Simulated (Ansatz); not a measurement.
# Computed properties of CdPS$_{3}$

CdPS3:
```xyz
10
Lattice="3.0555 5.2934 0.0000 -3.0555 5.2934 0.0000 -1.9948 0.0000 6.4080" Properties=species:S:1:pos:R:3 pbc="T T T"
Cd     0.0000     7.0698     0.0000
Cd     0.0000     3.5170     0.0000
P     -3.0574     5.2934     1.1149
P      1.0626     5.2934     5.2932
S     -2.0879     3.6073     1.6846
S      0.0932     6.9795     4.7235
S      0.0932     3.6073     4.7235
S     -2.0879     6.9795     1.6846
S     -3.0952     5.2934     4.7475
S      1.1005     5.2934     1.6605
```

Space group C2/m (No. 12); conventional cell a = 6.1110 Å, b = 10.5868 Å, c = 6.7113 Å, α = γ = 90.00°, β = 107.29°.

Method: LDA (plane waves, PAW; program Ansatz). The cell and atoms are relaxed at this level. Other levels are named where they apply.

### Cell and energy

Volume per atom: 20.73 Å³
Density: 3.84 g/cm³
Formation energy from the elements (no fitted shifts): -0.43 eV/atom

### Electronic structure

* **Band gap**: 1.71 eV (indirect)
* **Valence-band maximum**: off the standard path, at k = (0.333, -0.333, 0.406) in fractions of the reciprocal vectors
* **Conduction-band minimum**: at Γ
* **Smallest direct gap on the standard path**: 2.26 eV
* **Electron effective mass**: 0.20, 0.21, 0.65 mₑ (principal values)
* **Electron effective mass with spin–orbit coupling**: 0.20, 0.21, 0.65 mₑ (principal values)
* **Hole effective mass**: 0.49, 0.53, 3.0 mₑ (principal values)
* **Hole effective mass with spin–orbit coupling**: 0.49, 0.53, 3.0 mₑ (principal values)
* **HSE06 gap on the LDA cell**: 3.06 eV
* **Gap with spin–orbit coupling**: 1.71 eV

### Mechanics

- Bulk modulus (Birch–Murnaghan fit): 249 kbar
- Pressure derivative B′: 12.8

### Dielectric response

Electronic dielectric constant ε∞ (DFPT): 7.51 (xx), 7.52 (yy), 5.21 (zz)
Born charges (a third of the trace): Cd +2.45, P +2.31, S -1.60 to -1.58 e

### Charges

Bader charges: Cd +0.81, P +1.04, S -0.62 to -0.61 e

The first step of the workflow began from a Materials Project structure, measured or hypothetical; the Crystallography Open Database copy checked does not list it. COD files the formula under space group No. 146. Its standing as an ambient phase is unchecked. The cell was relaxed with LDA under the symmetry of its start; whether a distortion lowers the energy is not shown. A crystal of weakly bound layers computed without a dispersion correction: the cell and the soft elastic constants depend strongly on that. The references are the lowest solids computed at this level, not always the standard phases. Spin–orbit coupling is left out wherever it is not named.

Potentials: the later of the program's two PAW sets.
